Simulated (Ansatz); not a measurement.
# Ta2Sn2O7, first-principles data

Ta2Sn2O7:
```xyz
22
Lattice="0.0000 5.3004 5.3004 5.3004 0.0000 5.3004 5.3004 5.3004 0.0000" Properties=species:S:1:pos:R:3 pbc="T T T"
Ta     6.6255     6.6255     6.6255
Ta     6.6255     3.9753     3.9753
Ta     3.9753     3.9753     6.6255
Ta     3.9753     6.6255     3.9753
Sn     1.3251     1.3251     1.3251
Sn     1.3251     3.9753     3.9753
Sn     3.9753     3.9753     1.3251
Sn     3.9753     1.3251     3.9753
O      2.6502     2.6502     2.6502
O      0.0000     0.0000     0.0000
O      7.9506     5.9576     7.9506
O      7.2934     5.3004     5.3004
O      7.9506     9.9436     7.9506
O      3.3074     5.3004     5.3004
O      7.9506     7.9506     5.9576
O      5.3004     7.2934     5.3004
O      7.9506     7.9506     9.9436
O      5.3004     3.3074     5.3004
O      5.9576     7.9506     7.9506
O      5.3004     5.3004     7.2934
O      9.9436     7.9506     7.9506
O      5.3004     5.3004     3.3074
```

Space group Fd-3m (No. 227); conventional cell a = 10.6008 Å, b = 10.6008 Å, c = 10.6008 Å, α = 90.00°, β = 90.00°, γ = 90.00°.

Method: plane-wave PAW PBEsol (Ansatz code). Structure relaxed to zero pressure with the same functional. Other levels are named where they apply.

### Cell and energy

```yaml
volume_per_atom: 13.54 Å³
density: 7.93 g/cm³
Formation energy from the elements (no fitted shifts): -2.22 eV/atom
```

### Electronic structure

```yaml
band_gap: 1.49 eV (indirect)
valence_band_maximum: at L
conduction_band_minimum: at Γ
smallest_direct_gap_on_the_standard_path: 1.61 eV
Electron effective mass, band 1 of 2 at the edge: 1.2 along [100], 1.1 along [110], 1.0 along [111] (mₑ)
Electron effective mass, band 2 of 2 at the edge: 0.89 along [100], 0.95 along [110], 1.0 along [111] (mₑ)
Electron effective mass with spin–orbit coupling, band 1 of 2 at the edge: 1.1 along [100], 1.5 along [110], 1.6 along [111] (mₑ)
Electron effective mass with spin–orbit coupling, band 2 of 2 at the edge: 0.97 along [100], 0.80 along [110], 0.78 along [111] (mₑ)
HSE06 gap on the PBEsol cell: 2.27 eV
Gap with spin–orbit coupling: 1.44 eV
```

### Mechanics

```yaml
Bulk modulus (Birch–Murnaghan fit): 159 GPa
Pressure derivative B′: 3.3
Elastic constants (relaxed ions, GPa): C11 = 259, C12 = 110, C44 = 100
mechanical_stability: stable (all eigenvalues of C positive)
hill_bulk_and_shear_moduli: 160 and 89.0 GPa
Young's modulus: 225 GPa
Poisson's ratio: 0.27
debye_temperature_from_the_elastic_constants: 465 K
```

### Phonons

```yaml
Highest zone-centre frequency (without LO–TO term): 853 cm⁻¹
zone_centre_stability: unstable, softest mode 212i cm⁻¹
dynamical_stability_on_the_path: unstable, down to 212i cm⁻¹
```

The workflow started from a Materials Project entry (that database holds measured and hypothetical structures alike); the Crystallography Open Database files this formula in space group No. 227, but the cells were not matched. Its standing as an ambient phase is unchecked. The cell was relaxed with PBEsol under the symmetry of its start. The run is not spin-polarised. The references are the lowest solids computed at this level, not always the standard phases (solids in place of the gases). Spin–orbit coupling is left out wherever it is not named.

Potentials: the later of the program's two PAW sets.
